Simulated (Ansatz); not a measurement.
## GaAs (zinc blende): frozen-phonon scan

Relaxed GaAs (zinc blende):

```
GaAs
1.0
    0.00000     5.74607     5.74607
    2.87304     0.00000     2.87304
    2.87304     2.87304     0.00000
As Ga
2 2
Direct
  0.37500   0.75000   0.75000
  0.87500   0.75000   0.75000
  0.00000   0.00000   0.00000
  0.50000   0.00000   0.00000
```

The atoms are displaced by Q × the pattern below (from a DFPT mode at L = (0.5, 0.0, 0.0), largest move 1; Q in Å), at fixed cell. It is one choice among 2 degenerate patterns. (q is in reciprocal vectors of the primitive cell; the cell shown is doubled to hold the pattern.)

| atom | x | y | z |
|---|---|---|---|
| As1 | 0.267 | -0.486 | 0.753 |
| As2 | -0.267 | 0.486 | -0.753 |
| Ga3 | -0.285 | 0.520 | -0.805 |
| Ga4 | 0.285 | -0.520 | 0.805 |

These are PBE (plane waves to 420 eV, PAW, scalar-relativistic; Ansatz, a quantum-chemistry and plane-wave program) values and carry that method's errors. k mesh 5×10×10 (Γ-centred), Fermi-Dirac smearing 0.05 eV. E stands for the smeared free energy. Compression counts positive. GaAs was relaxed with its symmetry unable to fall. The PAW data are Ansatz's earlier set. ΔE is measured from the undisplaced structure.

```
Q (Å)   ΔE (meV/cell)  −dE/dQ from forces (eV/Å)  P (GPa)
------  -------------  -------------------------  -------
-0.180           59.0                      0.673    -0.23
-0.150           40.6                      0.552    -0.17
-0.120           25.8                      0.436    -0.11
-0.090           14.4                      0.323    -0.06
-0.060            6.4                      0.214    -0.03
-0.030            1.6                      0.106    -0.01
0.000             0.0                      0.000     0.00
0.030             1.6                     -0.106    -0.01
0.060             6.4                     -0.214    -0.03
0.090            14.4                     -0.323    -0.06
0.120            25.8                     -0.436    -0.11
0.150            40.6                     -0.552    -0.17
0.180            59.0                     -0.673    -0.23
```

Read from the data:

```
Property                                                                                                              Value
-----------------------------------------------------------  --------------------------------------------------------------
Energy at Q = 0.180 Å                                                                                         59.0 meV/cell
Space group of the distorted cell                                                            P1 (No. 1), lowered from F-43m
Symmetry of the curve                                                                         even: the same for both signs
Shape of the curve                                           a single well with its minimum at or next to zero displacement
Harmonic wavenumber from the curvature (finite differences)                                                         60 cm⁻¹
Wavenumber by perturbation theory (DFPT, on another k mesh)                                                         60 cm⁻¹
```

(For displaced atoms, the force is minus the slope of the energy, and its curvature is a force constant, which sets phonon frequencies.)
